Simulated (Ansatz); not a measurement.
Below is a relaxed structure of Ge5Pt3. The cell was found from a structure generator's guess, not taken from experiment.

Theory: DFT PBE, scalar-relativistic, plane waves, PAW (Ansatz 0.2.0). Cutoff 420 eV, Γ-centred mesh, Gaussian smearing, no spin polarisation.

```cif
data_structure
_symmetry_space_group_name_H-M 'P 1'
_symmetry_Int_Tables_number 1
_cell_length_a 5.2526
_cell_length_b 5.2526
_cell_length_c 5.2526
_cell_angle_alpha 90.000
_cell_angle_beta 90.000
_cell_angle_gamma 90.000
_cell_volume 144.92
loop_
_atom_site_label
_atom_site_type_symbol
_atom_site_fract_x
_atom_site_fract_y
_atom_site_fract_z
_atom_site_occupancy
Ge1 Ge 0.00000 0.00000 0.00000 1
Ge2 Ge 0.50000 0.50000 0.50000 1
Ge3 Ge 0.00000 0.50000 0.50000 1
Ge4 Ge 0.50000 0.00000 0.50000 1
Ge5 Ge 0.50000 0.50000 0.00000 1
Pt1 Pt 0.50000 0.00000 0.00000 1
Pt2 Pt 0.00000 0.50000 0.00000 1
Pt3 Pt 0.00000 0.00000 0.50000 1
```

The zero of energy is the elements' standard structures at the same level; no fitted shifts are applied.

Question: Find its symmetry and describe it.

Answer: Pm-3m (No. 221). Conventional cell: a = 5.253 Å. Ge on a site of symmetry m-3m has 6 Pt at 2.63 Å; Ge on a second site of symmetry m-3m has 6 Ge at 2.63 Å; around Ge on a site of symmetry 4/mmm lie 2 Ge at 2.63 Å and 4 Pt at 2.63 Å; Pt has 6 Ge at 2.63 Å.

Question: What is its formation energy per atom?

Answer: −0.08 eV/atom. A negative formation energy is needed for stability but isn't enough: competing phases decide.

Question: Is it a metal?

Answer: Yes, bands cross the Fermi level on the 8×8×8 mesh.

The last run used an 8×8×8 mesh for its 8-atom cell and Gaussian smearing of 0.10 eV. Spin–orbit coupling, which can matter for Pt, is left out. Symmetry constrained the relaxation, so the result can be a saddle point.
